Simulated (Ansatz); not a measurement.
# YAl₂ + YSi₂ → 2 YAlSi

All three solids are relaxed on PAW files, and every method takes those cells: YAlSi in Cmcm, a = 3.98 Å, b = 10.20 Å, c = 5.67 Å, α = 90.00°, β = 90.00°, γ = 90.00°, 9×9×6 k mesh, smearing 0.05 eV; YAl₂ in Fd-3m, a = 7.81 Å, b = 7.81 Å, c = 7.81 Å, α = 90.00°, β = 90.00°, γ = 90.00°, 7×7×7 k mesh, smearing 0.05 eV; YSi₂ in P6/mmm, a = 4.07 Å, b = 4.07 Å, c = 3.89 Å, α = 90.00°, β = 90.00°, γ = 120.00°, 12×12×10 k mesh, smearing 0.05 eV.

The product's cell, then the reactants':

```
Y Al Si
1.0
     1.98896   -5.10004    0.00000
     1.98896    5.10004    0.00000
     0.00000    0.00000    5.66676
Y Al Si
2 2 2
Direct
  0.69537 0.30463 0.25000
  0.30463 0.69537 0.75000
  0.00000 0.00000 0.00000
  0.00000 0.00000 0.50000
  0.40076 0.59924 0.25000
  0.59924 0.40076 0.75000
```

```
CELL_PARAMETERS angstrom
0.00000 3.90409 3.90409
3.90409 0.00000 3.90409
3.90409 3.90409 0.00000
ATOMIC_POSITIONS crystal
Y 0.25000 0.25000 0.25000
Y 0.00000 0.00000 0.00000
Al 0.62500 0.12500 0.62500
Al 0.62500 0.62500 0.12500
Al 0.12500 0.62500 0.62500
Al 0.62500 0.62500 0.62500
```

```
Y Si
1.0
     4.06572    0.00000    0.00000
    -2.03286    3.52102    0.00000
     0.00000    0.00000    3.89288
Y Si
1 2
Direct
  0.00000 0.00000 0.00000
  0.33333 0.66667 0.50000
  0.66667 0.33333 0.50000
```

Level of theory: DFT with PBEsol, scalar-relativistic, in Ansatz 0.2.0; no spin polarisation. LAPW: all electrons, basis error target 0.5 meV/atom; PAW: frozen-core files, cutoff 420 eV.

Energies are at zero smearing and zero temperature. The structures come from databases; a reactant may be hypothetical or may itself decompose, and needn't be the lowest polymorph.

The PAW files were made under PBE.

**Question.** What is the reaction energy per atom of the product, by each method?

**Answer.** LAPW -103.2 meV/atom; PAW -103.1 meV/atom. The product is favoured against these reactants.

**Question.** How does the volume change, and what would pressure do?

**Answer.** It changes by -0.2 %, so pressure favours the product.
